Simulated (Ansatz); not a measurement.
AsSe in space group P2_1/c (No. 14; Pearson symbol mP32) at seven volumes, LDA (plane waves, PAW; program Ansatz), shape and atoms relaxed at each. One row is withheld.

```csv
V (Å³/atom),P (GPa)
21.597,2.99
22.309,?
23.021,0.74
23.733,0.00
24.445,-0.55
25.157,-0.96
25.869,-1.23
```

**Question.** Fit the shown pressures and predict the withheld one.

**Answer.** P = (3/2)B₀(x^(7/2) − x^(5/2))[1 + (3/4)(B′ − 4)(x − 1)] with x = (V₀/V)^(2/3). Least squares on the six rows gives V₀ = 23.732 Å³/atom, B₀ = 21.3 GPa, B′ = 8.81. At V = 22.309, x = 1.0421 and P = 1.72 GPa. The run itself gave 1.71 GPa.

The first step of the workflow began from a Materials Project structure, measured or hypothetical; the Crystallography Open Database files this formula in space group No. 14, but the cells were not matched. Its standing as an ambient phase is unchecked. The cell was relaxed with LDA under the symmetry of its start; its stability against distortions is not shown here. A crystal of weakly bound molecules computed without a dispersion correction: the cell and the soft elastic constants depend strongly on that.

Potentials: the later of the program's two PAW sets.
